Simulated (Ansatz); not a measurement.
Suppose Ge₅Pd takes space group F-43m (No. 216), with Ge on 4b and 16e; Pd on 4a.

Level of theory: Ansatz 0.2.0, DFT PBE, scalar-relativistic, plane waves, PAW. Cutoff 420 eV, Γ-centred mesh, Gaussian smearing, no spin polarisation.

Formation energies are uncorrected and refer to the elements' standard structures at the same level.

Problem. Give the relaxed lattice parameters and positions.

Solution.

Space group F-43m (No. 216). a = 9.186 Å, b = 9.186 Å, c = 9.186 Å, α = 90.00°, β = 90.00°, γ = 90.00°
```
atom  site  symmetry       x       y       z
  Ge    4b      -43m  0.5000  0.0000  0.0000
  Ge   16e       .3m  0.6511  0.1511  0.8489
  Pd    4a      -43m  0.0000  0.0000  0.0000
```

Around Ge on a site of symmetry -43m lie 4 Ge at 2.40 Å; around Ge on a site of symmetry 3m lie 1 Ge at 2.40 Å, 3 Ge at 2.57 Å and 3 Pd at 3.76 Å; Pd has 12 Ge at 3.76 Å (long against covalent radii, as for large ions). Another local minimum with the same sites may exist.

Problem. Where does its energy lie, and is it a metal?

Solution. The energy over the elements is +1.00 eV/atom. The gap on the 8×8×8 mesh of the 6-atom cell is 0 eV (a metal). The separate elements lie lower, so it is unstable against them.

The last run used Gaussian smearing of 0.10 eV. A structure relaxed within its symmetry needn't be a true minimum.
